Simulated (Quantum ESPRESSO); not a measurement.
ScAlGa₂AsP₃ (made-up cell) (calculated)

Computed with Quantum ESPRESSO 7.5. Calculation on a made-up crystal cell, not a measurement, rerun at a higher cutoff and a denser mesh: periodic Kohn-Sham density functional theory in plane waves with PseudoDojo standard norm-conserving scalar-relativistic pseudopotentials, each functional with its own files (v0.5 for PBE, v0.4.1 for LDA and PBEsol), no spin polarisation, no spin-orbit coupling, atoms not relaxed, stress positive in tension, energies less a fixed whole-eV offset for each atom's element; levels are Kohn-Sham levels at fractions of this cell's reciprocal vectors, counted from the reference band (half the neutral cell's valence electrons, rounded up) at Gamma; error bars give the change to or from the runs named with them, not the error of the files; each bar is the largest change over components, and at least 0.002 eV, 0.002 eV per angstrom or 0.02 GPa; energies are for the whole cell, and the offsets were chosen from early runs and are not element reference energies.

```cif
# cell vector a (Å): 5.5610 0.0159 -0.0448
# cell vector b (Å): 0.0159 5.4942 0.0047
# cell vector c (Å): -0.0448 0.0047 5.6413
data_ScAlGa2AsP3
_symmetry_space_group_name_H-M 'P 1'
_symmetry_Int_Tables_number 1
_cell_length_a 5.5612
_cell_length_b 5.4942
_cell_length_c 5.6415
_cell_angle_alpha 89.905
_cell_angle_beta 90.916
_cell_angle_gamma 89.671
_cell_volume 172.35
loop_
_atom_site_label
_atom_site_type_symbol
_atom_site_fract_x
_atom_site_fract_y
_atom_site_fract_z
_atom_site_occupancy
Sc1 Sc 0.00397 0.00237 0.00437 1
Ga1 Ga 0.00211 0.49999 0.49511 1
Al1 Al 0.51313 0.99543 0.49641 1
Ga2 Ga 0.48729 0.50571 0.99898 1
P1 P 0.25464 0.25607 0.23954 1
P2 P 0.26367 0.75522 0.73881 1
As1 As 0.75217 0.24898 0.74703 1
P3 P 0.75235 0.75124 0.24871 1
_calc_lattice_type 'zincblende/diamond'
_calc_functional 'pbe'
_calc_cutoff 1437  # eV
_calc_fermi_dirac_smearing 0.025  # eV
_calc_scf_tolerance 1e-07  # eV
_calc_electrons_removed 0
_calc_k_mesh '6 x 6 x 6, shifted by half a step'
_calc_stress_xx ?
_calc_stress_xz ?
_calc_stress_xy ?
_calc_stress_yz ?
```

Atoms:
```csv
atoms element,atom site,atom energy offset (eV)
Sc,1,-1320
Ga,2,-2080
Al,3,-64
Ga,4,-2080
P,5,-189
P,6,-189
As,7,-2887
P,8,-189
```

## Withheld values
1. Estimate the stress xx of ScAlGa₂AsP₃ (made-up cell).
2. ScAlGa₂AsP₃ (made-up cell): stress xz?
3. What stress xy does the calculation give for ScAlGa₂AsP₃ (made-up cell)?
4. Estimate the stress yz of ScAlGa₂AsP₃ (made-up cell).
5. Give the table of forces values for ScAlGa₂AsP₃ (made-up cell).

## Answers
1. -5.994 GPa
2. -1.103 GPa
3. -0.895 GPa
4. 0.8676 GPa
5. 
Forces:
```csv
site,x (eV/Å),y (eV/Å),z (eV/Å)
1,0.6383,-1.201,-0.1166
2,0.4554,0.2846,-0.1557
3,-0.6393,-0.04799,-0.6013
4,0.4826,0.2193,0.07501
5,0.9327,0.6495,1.571
6,-0.1059,-0.3315,-0.6197
7,-0.896,1.242,-0.7111
8,-0.8678,-0.8154,0.5586
```

Further results for ScAlGa₂AsP₃ (made-up cell):

* free energy less offsets: 1.023 eV
* scf iterations: 11
* smearing term minus ts: 0 eV
* pressure: 5.854 GPa
* stress yy: -6.284 GPa
* stress zz: -5.285 GPa
* reference band: 35
* error bar energy: 0.005024 eV
* error bar stress: 0.02 GPa
* error bar force: 0.003101 eV/Å
* error bar next band up: 0.002 eV
* error bars from: change from the looser run of this cell

Levels:
```csv
level k point,next band up (eV)
Gamma,1.246
"(1/2,1/2,1/2)",2.03
"(0.15,0,0)",1.394
"(0,0.15,0)",1.523
"(0,0,0.15)",1.437
```
